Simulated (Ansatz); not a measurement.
Simulated powder pattern, neutron, λ = 1.5401 Å (kinematic, ideal powder, no thermal factors, coherent scattering alone; the 30 strongest lines at most, above 1 %, up to 2θ = 90°):

| 2θ (°) | I/Imax (%) |
|---|---|
| 25.59 | 1.7 |
| 37.03 | 49 |
| 38.75 | 52 |
| 39.39 | 99 |
| 41.99 | 100 |
| 52.11 | 1.1 |
| 54.68 | 50 |
| 63.00 | 31 |
| 66.49 | 28 |
| 68.58 | 20 |
| 70.58 | 39 |
| 71.85 | 18 |
| 72.37 | 43 |
| 75.14 | 2.0 |
| 76.48 | 48 |
| 81.66 | 33 |
| 82.07 | 65 |
| 83.14 | 16 |
| 84.76 | 30 |

The pattern belongs to a structure relaxed with plane-wave PAW PBE (Ansatz code).

Question: Which of these materials gives this?
A) Na, bcc (W type)
B) SiMo2N, P6_3/mmc (Si on 2d, Mo on 4f, N on 2a)
C) Ce, fcc (Cu type)
D) AgW, Pmma (W on 2e, Ag on 2f)

Answer: D, AgW, Pmma (W on 2e, Ag on 2f)

Question: Give the lattice parameters.

Answer: a = 4.642 Å, b = 2.734 Å, c = 5.250 Å.

The start of the workflow was typed in or built on a structure type; neither database checked (COD, Materials Project) lists it. Its standing as an ambient phase is unchecked. Symmetry was held in the PBE relaxation; its stability against distortions is not shown here. No spin polarisation was allowed. Its formation energy is positive at this level, so the cell may be metastable or incomplete. Axis ratios of metals converge slowly with the k-mesh, so a and c are less sure than the volume. Scalar-relativistic: spin–orbit coupling is off unless named, which matters more the heavier the elements.

Potentials: the earlier of the program's two PAW sets.
